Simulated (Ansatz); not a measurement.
Li:
```cif
data_Li2
_chemical_formula_sum 'Li2'
_space_group_name_H-M_alt 'P63/mmc'
_space_group_IT_number 194
_space_group_name_Hall '-P 6c 2c'
_cell_length_a 3.05302
_cell_length_b 3.05302
_cell_length_c 5.00276
_cell_angle_alpha 90.000
_cell_angle_beta 90.000
_cell_angle_gamma 120.000
loop_
_atom_site_label
_atom_site_type_symbol
_atom_site_symmetry_multiplicity
_atom_site_Wyckoff_symbol
_atom_site_fract_x
_atom_site_fract_y
_atom_site_fract_z
_atom_site_occupancy
Li1 Li 2 c 0.33333 0.66667 0.25000 1
```

Relaxed with PBEsol.

Task: Which orbitals make up the states near the Fermi level in DFT-PBEsol in the program Ansatz with PAW potentials?

Result: Within 0.5 eV of the Fermi level: Li 2s 66 %, outside the projected shells 33 %. Projections are on Löwdin-orthogonalised atomic valence shells; empty p or d shells of many metals are not among them.

Task: Tabulate the density of states.

Result: States/eV per cell of 2 atoms, in 0.25 eV bins, energy from the Fermi level.

| E (eV) | total | Li 2s | Li 1s |
|---|---|---|---|
| -3.70 | 0.00 | 0.00 | 0.00 |
| -3.45 | 0.12 | 0.11 | 0.01 |
| -3.20 | 0.25 | 0.24 | 0.02 |
| -2.95 | 0.33 | 0.31 | 0.02 |
| -2.70 | 0.40 | 0.38 | 0.02 |
| -2.45 | 0.45 | 0.43 | 0.02 |
| -2.20 | 0.49 | 0.47 | 0.01 |
| -1.95 | 0.54 | 0.52 | 0.01 |
| -1.70 | 0.59 | 0.56 | 0.01 |
| -1.45 | 0.63 | 0.60 | 0.00 |
| -1.20 | 0.67 | 0.63 | 0.00 |
| -0.95 | 0.71 | 0.65 | 0.00 |
| -0.70 | 0.76 | 0.67 | 0.00 |
| -0.45 | 0.82 | 0.68 | 0.00 |
| -0.20 | 0.92 | 0.69 | 0.00 |
| 0.05 | 1.02 | 0.65 | 0.01 |
| 0.30 | 0.95 | 0.53 | 0.01 |
| 0.55 | 0.89 | 0.42 | 0.01 |
| 0.80 | 0.86 | 0.33 | 0.01 |
| 1.05 | 0.94 | 0.30 | 0.01 |
| 1.30 | 0.95 | 0.29 | 0.01 |
| 1.55 | 0.81 | 0.21 | 0.00 |
| 1.80 | 0.68 | 0.14 | 0.00 |
| 2.05 | 0.60 | 0.11 | 0.00 |
| 2.30 | 0.35 | 0.05 | 0.00 |
| 2.55 | 0.26 | 0.03 | 0.00 |
| 2.80 | 0.18 | 0.02 | 0.00 |
| 3.05 | 0.37 | 0.12 | 0.00 |
| 3.30 | 0.74 | 0.22 | 0.00 |
| 3.55 | 1.30 | 0.50 | 0.01 |
| 3.80 | 1.53 | 0.53 | 0.01 |
| 4.05 | 1.06 | 0.26 | 0.01 |
| 4.30 | 0.92 | 0.17 | 0.00 |
| 4.55 | 0.87 | 0.13 | 0.00 |
| 4.80 | 0.86 | 0.12 | 0.00 |

Space group P6_3/mmc (hcp (Mg type)). The first step of the workflow began from a Materials Project structure, measured or hypothetical; the Crystallography Open Database files this formula in space group No. 194, but the cells were not matched. It is not the phase usual at ambient conditions (space group No. 229). Symmetry was held in the PBEsol relaxation; phonons on a q-mesh show no instability.

Potentials: the later of the program's two PAW sets.
